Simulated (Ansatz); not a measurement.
# Elastic constants of YHg2 at 10 GPa (stress–strain coefficients): input and output

Method: DFT LDA, scalar-relativistic, plane waves, PAW in Ansatz.

Launched with:
```bash
ansatz run input.yaml --threads 1 --pin off --max-ram 3072MiB --backend cpu --events-out ev --progress --plain --runs-dir out
```

Input (bare energies are in eV):
```yaml
crystal:
  lattice:
    - [4.7071091756, 0.0, 0.0]
    - [-2.3535545878, 4.0764761245, 0.0]
    - [0.0, 0.0, 3.1408021657]
  atoms:
    - { symbol: "Y", position: [0.0, 0.0, 0.0] }
    - { symbol: Hg, position: [0.3333333333, 0.6666666667, 0.5] }
    - { symbol: Hg, position: [0.6666666667, 0.3333333333, 0.5] }
basis:
  ecutwfc: 420
kpoints:
  mp_grid: { grid: [12, 12, 12] }
hamiltonian:
  xc: lda
scf:
  occupations: { method: fermi_dirac, width: 0.15 }
output:
  forces: true
  stress: true
  eigenvalues: true
elastic:
  mode: relaxed_ion
  amplitude: 0.005
  stencil: two_point
```

From the output:
```
--- Elastic constants: 3 strain directions × 2 members + reference (group order 24) ---
  dense FFT box of the reference and of every strained cell: 32×32×24
  strains applied: 11, 33, 23; error gains: componentwise 1.00 (the most a stress slope's error grows in a printed constant), spectral 1.41 (1 for all six strains in a standard setting)
  C = ∂σ_k/∂η_j (tension-positive GPa; Voigt order 11 22 33 23 13 12):
       260.669    118.317     84.112      0.000     -0.000      0.000
       118.317    260.669     84.112     -0.000      0.000     -0.000
        84.121     84.121    143.175     -0.000     -0.000     -0.000
        -0.000      0.000      0.000     44.260     -0.000      0.000
        -0.000      0.000     -0.000     -0.000     44.260      0.000
        -0.000      0.000      0.000      0.000     -0.000     71.176
  reference stress σ⁰ (GPa):    -10.013    -10.013    -10.005     -0.000      0.000      0.000
  C* (energy form; C + prestress term) asymmetry max|C*_kj − C*_jk| = 1.656e-2 GPa — a small one proves nothing (zero by symmetry where the batch's group is 432, −43m or m−3m); a large one is finite-difference/SCF noise where every solve ...
  moduli (Voigt/Reuss/Hill, GPa): K = 137.51/121.96/129.74   G = 57.14/53.27/55.20   E = 145.04   ν = 0.314
  mechanically stable: yes (min eigenvalue of sym C = 44.26 GPa)
  the stresses are not corrected for the forces that the relaxations left standing (`elastic.f_tol`)
  strain η (Voigt 11):  stress-route row diagonal C_11 = 260.67 GPa, energy-path curvature d²(F+E_count+ΔE)/dδ²/Ω₀ = 260.65 GPa
         δ    σ_11 (GPa) F (eV) n_scf n_hpsi n_pw
    -5.000e-3     -11.3415      -30792.0758565       2   72740   1209   relax 4 steps, max|allowed force component| 1.12e-5 eV/Å
     5.000e-3      -8.7348      -30792.1135550       2   72593   1217   relax 3 steps, max|allowed force component| 3.77e-6 eV/Å
  strain η (Voigt 33):  stress-route row diagonal C_33 = 143.18 GPa, energy-path curvature d²(F+E_count+ΔE)/dδ²/Ω₀ = 143.11 GPa
         δ    σ_33 (GPa) F (eV) n_scf n_hpsi n_pw
    -5.000e-3     -10.7325      -30792.0764349      10   82118   1205   relax 0 steps, max|allowed force component| 2.47e-17 eV/Å
     5.000e-3      -9.3007      -30792.1140852       7   60547   1217   relax 0 steps, max|allowed force component| 1.42e-16 eV/Å
  strain η (Voigt 23):  stress-route row diagonal C_44 = 44.26 GPa, energy-path curvature d²(F+E_count+ΔE)/dδ²/Ω₀ = 49.25 GPa
         δ    σ_23 (GPa) F (eV) n_scf n_hpsi n_pw
    -5.000e-3      -0.2213      -30792.0957001       2  115111   1217   relax 3 steps, max|allowed force component| 1.74e-7 eV/Å
     5.000e-3       0.2213      -30792.0957001       2  115181   1217   relax 3 steps, max|allowed force component| 1.74e-7 eV/Å
```

The run took 5.6 min on 1 thread of Intel(R) Xeon(R) Platinum 8488C (Sapphire Rapids), with other jobs on the host, peak memory 1.1 GiB.

In a metal, frequencies and elastic constants depend on the k mesh and the smearing, soft modes and shear constants most. Spin–orbit coupling is left out, which can shift energies with elements as heavy as these. Other phases may be more stable at this pressure.